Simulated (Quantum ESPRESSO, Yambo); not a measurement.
## SiO2: DFT and GW levels

```xyz
9
Lattice="3.9756 2.2953 2.6165 -3.9756 2.2953 2.6165 0.0000 -4.5906 2.6165" Properties=species:S:1:pos:R:3 pbc="T T T"
O     -1.5148     0.0000     3.9248
O      0.7574    -1.3118     3.9248
O      0.7574     1.3118     3.9248
O     -1.3259    -2.2940     2.6165
O      2.6497    -0.0013     2.6165
O     -1.3237     2.2953     2.6165
Si     1.7148     0.0000     3.9248
Si    -0.8574     1.4851     3.9248
Si    -0.8574    -1.4851     3.9248
```

The geometry is that of Materials Project entry mp-546546, symmetrised and not relaxed again.

Starting point: PBEsol (pw.x of Quantum ESPRESSO, ONCV potentials, scalar-relativistic). G0W0 in Yambo: 2×2×2 Γ-centred k mesh, 262 bands and a 8 Ry block in the screening, 262 bands in G with the Bruneval-Gonze terminator, plasmon pole fitted at 27.2 eV.

```json
{
 "PBEsol gap along the band path": "5.76 eV",
 "PBEsol gap between the mesh's edge points (Γ → Γ)": "5.78 eV",
 "G0W0 gap between the same points": "8.79 eV"
}
```

```tsv
k point	band	E PBEsol (eV)	E QP (eV)	shift (eV)	Z
Γ	VB	0.00	-1.96	-1.96	0.82
Γ	CB	5.78	6.83	1.05	0.89
L	VB	-0.03	-2.00	-1.96	0.82
L	CB	7.37	8.74	1.37	0.88
F	VB	-0.15	-2.12	-1.98	0.82
F	CB	8.06	9.42	1.37	0.88
Z	VB	-0.76	-2.82	-2.06	0.82
Z	CB	8.87	9.84	0.98	0.89
```

Energies count from the PBEsol valence-band maximum.

Nearest settings tried, and what they do to the gap: 166 bands in W, 166 bands in G: -6 meV; 7 Ry block (311 vectors against 389): -52 meV. Not varied: mesh. So the settings aren't converged at that level. The k mesh is coarse.

This is not the ordinary phase of the substance; no match was found in the copy of COD used, and its stability was not checked.
